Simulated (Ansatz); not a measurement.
**SnSe₂ at several levels of theory**

One geometry, relaxed with PBE+D3(BJ), and single points on it; plane waves with PAW potentials in Ansatz, scalar-relativistic unless the row names spin-orbit coupling. No spin polarisation. Meshes are on the primitive cell of 3 atoms. Gaps are the least over mesh and band path; pressure is positive in compression. Smearing is Gaussian, 0.02 eV. Rows that don't name D3 lack it, which shows in their pressure.

```
Sn Se
1.0
     3.83882    0.00000    0.00000
    -1.91941    3.32451    0.00000
     0.00000    0.00000    6.01099
Sn Se
1 2
Direct
  0.00000 0.00000 0.00000
  0.33333 0.66667 0.26511
  0.66667 0.33333 0.73489
```

| level | cutoff (eV) | k mesh | gap (eV) | pressure (GPa) | rough cost with bands (core-min) |
| --- | --- | --- | --- | --- | --- |
| PBE+D3(BJ) | 420 | 12×12×6 | 0.35 | 0.0 | 0.6 |

Question: What do r2SCAN, PBE+D3(BJ) with spin-orbit coupling, LDA give on the same cell?

Answer:
| level | cutoff (eV) | k mesh | gap (eV) | pressure (GPa) | rough cost with bands (core-min) |
| --- | --- | --- | --- | --- | --- |
| r2SCAN | 500 | 12×12×6 | 0.63 | 0.4 | 0.8 |
| PBE+D3(BJ) with spin-orbit coupling | 420 | 12×12×6 | 0.34 | 0.1 | 1.3 |
| LDA | 420 | 12×12×6 | 0.21 | -2.3 | 0.8 |